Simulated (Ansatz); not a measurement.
An Ansatz input:

```yaml
crystal:
  lattice:
    - [14.0, 0.0, 0.0]
    - [0.0, 14.4, 0.0]
    - [0.0, 0.0, 14.8]
  atoms:
    - { symbol: Mg, position: [0.5, 0.5, 0.5], spin: 0.01 }
  symmetry: { detect: false, time_reversal: true }
hamiltonian:
  xc: rpbe
  pseudopotentials:
    kind: paw
    azcp:
      Mg: "pseudopotentials/Mg.paw.azcp"
basis:
  ecutwfc: 420
  fft_grid_basis: typed
kpoints:
  mp_grid: { grid: [1, 1, 1], shift: [0, 0, 0] }
magnetization:
  spin_polarized: true
scf:
  occupations: { method: fermi_dirac, width: 0.01 }
```

and its output:

```
Engine: ansatz 0.2.0, aarch64-unknown-linux-gnu
Pseudopotentials: kind: paw
Pseudopotential: Mg, paw, valence charge 10, recommended cutoff 420 eV (normal) 
Functional definition: RPBE
  parameter kappa = 0.804
  parameter beta = 0.06672455060314922
  exchange = rpbe_x(kappa = kappa, mu = beta*pi^2/3)
  correlation = pbe_c(beta = beta)
Crystal: 1 atoms, lattice volume = 2983.680 Å³
Basis set: ecut = 420 eV, 58327 PW (Γ)
Bands: 10, of which v1, the nominal top of the filled ones, is band 5 counted from 1 (4 counted from 0)
Symmetry: 1 space group operations
k-points: 1
Non-local potential: Mg, projectors of the file, l = 0: 3, l = 1: 2, l = 2: 1
PAW form: soft (Blöchl's): semilocal exchange-correlation on the pseudo side does not see the compensation charge
PAW frozen core: Mg, regenerated for the run's functional, and the local potential with it (the file was generated under x = pbe(κ = 0.804, μ = 0.2195149727645171), c = pbe(β = 0.06672455060314922))
PAW one-centre angular grid: Mg, 110 points (default); XC on 64 Gauss nodes
Initial density: superposition of atomic densities (neutral atoms: chi_scale 0, normalization atom)
Starting moments: Σ|m| = 0.01 μB on 1 of 1 site
Initial wavefunctions: pseudopotential atomic-orbital guess
Functional: x = rpbe, c = pbe(β = 0.06672455060314922)
iter 1 solved again at ethr=1.05e-5 eV; its pass at ethr=3.10e-3 eV (dr2=1.05e-3 eV) is discarded
SCF iter   1: F=—  HF=-1925.290123 eV  |F-HF|=—  |Δ(HF+E_count)|=         —  Δρ=1.56e-4 (↑8.48e-5 ↓1.56e-4)  dr2=1.06e-3  dr2_m=2.03e-4  M=0.000 μB ∫|m|=0.000 μB  β_m=0.30  ethr=1.05e-5  ⟨swp⟩=3.0  Hψ=278  notcnv=0
spin=Collinear: Resta preconditioning applied to the charge; magnetization (m = ρ↑ − ρ↓) channel mixes plain (no charge-response kernel on spin).
SCF iter   2: F=—  HF=-1925.289898 eV  |F-HF|=—  |Δ(HF+E_count)|=   2.25e-4  Δρ=9.91e-5 (↑5.93e-5 ↓9.91e-5)  dr2=4.34e-4  dr2_m=1.02e-4  M=0.000 μB ∫|m|=0.000 μB  β_m=0.30  ethr=1.05e-5  ⟨swp⟩=7.0  Hψ=48  notcnv=0
SCF iter   3: F=—  HF=-1925.289778 eV  |F-HF|=—  |Δ(HF+E_count)|=   1.20e-4  Δρ=4.92e-5 (↑4.92e-5 ↓3.76e-5)  dr2=4.16e-6  dr2_m=5.10e-5  M=0.000 μB ∫|m|=0.000 μB  β_m=0.30  ethr=4.34e-6  ⟨swp⟩=5.0  Hψ=54  notcnv=0
SCF iter   4: F=—  HF=-1925.289782 eV  |F-HF|=—  |Δ(HF+E_count)|=   3.74e-6  Δρ=3.21e-5 (↑3.21e-5 ↓2.92e-5)  dr2=6.92e-7  dr2_m=2.55e-5  M=0.000 μB ∫|m|=0.000 μB  β_m=0.30  ethr=4.16e-8  ⟨swp⟩=2.0  Hψ=29  notcnv=0
SCF iter   5: F=—  HF=-1925.289787 eV  |F-HF|=—  |Δ(HF+E_count)|=   4.57e-6  Δρ=2.24e-5 (↑2.09e-5 ↓2.24e-5)  dr2=1.35e-7  dr2_m=1.28e-5  M=0.000 μB ∫|m|=0.000 μB  β_m=0.30  ethr=6.92e-9  ⟨swp⟩=2.0  Hψ=30  notcnv=0
SCF iter   6: F=—  HF=-1925.289788 eV  |F-HF|=—  |Δ(HF+E_count)|=   1.86e-6  Δρ=1.53e-5 (↑1.53e-5 ↓1.53e-5)  dr2=3.29e-10  dr2_m=6.40e-6  M=0.000 μB ∫|m|=0.000 μB  β_m=0.30  ethr=1.00e-9  ⟨swp⟩=2.0  Hψ=38  notcnv=0
Mixer restart at iter 6: flushing history
spin-set hold released at iteration 6 (site moments contracting): the magnetisation degrees of freedom join the quasi-Newton model from the next iteration; the mixer history was flushed
SCF iter   7: F=—  HF=-1925.289789 eV  |F-HF|=—  |Δ(HF+E_count)|=   5.99e-7  Δρ=1.09e-5 (↑1.08e-5 ↓1.09e-5)  dr2=4.11e-10  dr2_m=3.21e-6  M=0.000 μB ∫|m|=0.000 μB  β_m=0.65  ethr=3.29e-12  ⟨swp⟩=3.0  Hψ=47  notcnv=0
SCF iter   8: F=—  HF=-1925.289790 eV  |F-HF|=—  |Δ(HF+E_count)|=   6.05e-7  Δρ=8.90e-8 (↑6.59e-8 ↓8.90e-8)  dr2=3.58e-10  dr2_m=1.13e-10  M=0.000 μB ∫|m|=0.000 μB  β_m=0.73  ethr=3.29e-12  ⟨swp⟩=3.0  Hψ=48  notcnv=0
SCF iter   9: F=-1925.289790 eV  HF=-1925.289790 eV  |F-HF|=2.00e-11  |Δ(HF+E_count)|=  5.89e-11  Δρ=2.28e-8 (↑2.09e-8 ↓2.28e-8)  dr2=5.06e-12  dr2_m=9.89e-12  M=0.000 μB ∫|m|=0.000 μB  ethr=3.29e-12  ⟨swp⟩=2.0  Hψ=38  notcnv=0
SCF 1 converged in 9 iterations: F = -1925.289790 eV  dr2 = 5.06e-12
iteration 9: the least curvature of the free energy that was read at this close is 0.393 (0.517 in the run's own bands): not negative
WARN: the starting moments were not kept: the SCF closed with an absolute magnetisation of 1.0e-6 μB, where they sum to 0.01 μB in size (1 site). That is at most 0.1 of that sum. Measured as dr2_m measures the in/out step, that magnetisation stands 2.5e-13 eV from none, at or under the dr2_threshold of 1.0e-7 eV: it is no larger than a step whose dr2_m would equal this threshold. The system may hold no moment; this SCF shows only that its start led to no more than that. To try another start: raise the starting moments (crystal.atoms[].spin, magnetization.per_species, magnetization.initial_magnetization, or on a non-collinear deck that types none of these the spinor_matrix: blocks that start its atoms; where the total moment is fixed, keep their sum and leave initial_magnetization as it is; typed ones take the place of any that the run laid by itself, positive ones on a crystal's lanthanoids without a Hubbard term where scf.initial_density.shell_occupations: [] is typed) or, if the notice of its spin-set hold's release reads "site moments contracting" or "site moments show no strong build", lengthen the hold (scf.mixing.spin_hold: { on: { confirm: 4 } }; for m-r²SCAN on two components see the key's manual first). Each may lead to a state that holds a moment. A second SCF, from the converged charge density, with the starting moments and any scf.initial_density.shell_occupations laid on it anew, would have followed, and was not run: the deck does not ask for one (magnetization.retry_lost_moments is false, the default). To let it run, set magnetization.retry_lost_moments: true and run the deck again, where that key's refused combinations let it; where memory then withholds it, that run's warning says so.
SCF converged after 9 iterations
Magnetization: 0.0000 μB (5.0000 up, 5.0000 down)
Absolute magnetization: 0.0000 μB (∫|ρ↑−ρ↓|, with the PAW one-centre terms)
Spin contamination: 0.0000 ħ² per cell (⟨S²⟩ above its minimum at these occupations)
Per-site moments (μB) at R_I (Å): [(3.8228380523394864e-10, 5.775)]
Free energy (F): -1925.289790 eV
Harris-Foulkes:  -1925.289790 eV  (|F-HF|=2.00e-11)
Internal energy: -1925.289790 eV  (E = F + TS)
E sigma→0 (E₀):  -1925.289790 eV
Fermi energy:    -2.942412 eV
--- Per-component energies (eV) ---
  E_band       = -447.916941
  E_kinetic    = 71.841371
  E_local      = -2707.136994  (includes V_loc(G=0)·N_el)
  E_nonlocal   = 97.561642
  E_hartree    = 1076.428191
  E_xc         = -25.784306
  E_vxc        = -32.844502  (∫ρ·V_xc dr)
  E_paw        = -296.387568  (= ΣΔE_a)
  E_vpaw       = -30.194772  (= ΣTr[D̂ρ^β])
  E_aug_tail   = -0.000004  (compensation charges beyond the density's cutoff)
  E_ewald      = -141.786580
  E_core_change = -0.025542  (= ΣΔE_core)
  E_smearing   = -0.000000  (= −TS)
  E_closure    = 0.000000  (closes the sum)
  Σ components = -1925.289790   (vs F -1925.289790, Δ=0.00e0)
--- Band table (eV) ---
  k-point 0 ↑: bands = ["-79.9017", "-46.4853", "-46.4853", "-46.4853", "-4.6009", "-1.2739", "-1.2730", "-1.2719", "-0.1819", "0.4827"]
  k-point 0 ↓: bands = ["-79.9017", "-46.4853", "-46.4853", "-46.4853", "-4.6009", "-1.2739", "-1.2730", "-1.2719", "-0.1819", "0.4827"]
```
